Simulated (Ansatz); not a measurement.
TiTe₂, first-principles data

TiTe2:
```
TiTe2
1.0
    3.66681     0.00000     0.00000
   -1.83341     3.17555     0.00000
    0.00000     0.00000     6.33640
Ti Te
1 2
Cartesian
  0.00000   0.00000   0.00000
  0.00000   2.11703   1.70626
  1.83341   1.05852   4.63014
```

Space group P-3m1 (No. 164), CdI2 type; conventional cell a = 3.6668 Å, b = 3.6668 Å, c = 6.3364 Å, α = 90.00°, β = 90.00°, γ = 120.00°.

Method: DFT-LDA in the program Ansatz with PAW potentials. The cell and atoms are relaxed at this level. Other levels are named where they apply.

Cell and energy:

```yaml
volume_per_atom: 24.59 Å³
density: 6.82 g/cm³
Formation energy from the elements (no fitted shifts): -0.72 eV/atom
```

Electronic structure:

```yaml
electronic_character: metallic (no gap)
Density of states at the Fermi level: 0.50 states/eV per atom (mean over ±0.08 eV)
```

Mechanics:

```yaml
Bulk modulus (Birch–Murnaghan fit): 41.4 GPa
Pressure derivative B′: 8.4
Elastic constants (relaxed ions, GPa): C11 = 94.6, C12 = 27.1, C13 = 24.8, C14 = -9.2, C33 = 63.2, C44 = 26.0
mechanical_stability: stable (all eigenvalues of C positive)
hill_bulk_and_shear_moduli: 44.2 and 27.4 GPa
Young's modulus: 68.2 GPa
Poisson's ratio: 0.24
debye_temperature_from_the_elastic_constants: 228 K
```

Phonons:

```yaml
highest_zone_centre_frequency: 283 cm⁻¹
zone_centre_stability: no imaginary mode at Γ
```

The cell was relaxed with LDA under the symmetry of its start. No spin polarisation was allowed. A crystal of weakly bound layers computed without a dispersion correction: the cell and the soft elastic constants depend strongly on that. As this level gives no gap, shear constants depend on the k-mesh and smearing (Fermi–Dirac, 0.1 eV here). As this level gives no gap, phonon frequencies hold no LO–TO term and depend on the k-mesh and smearing (Fermi–Dirac, 0.1 eV here). The references are the lowest solids computed at this level, not always the standard phases. Scalar-relativistic: spin–orbit coupling is off unless named, which matters more the heavier the elements.

Potentials: the later of the program's two PAW sets.
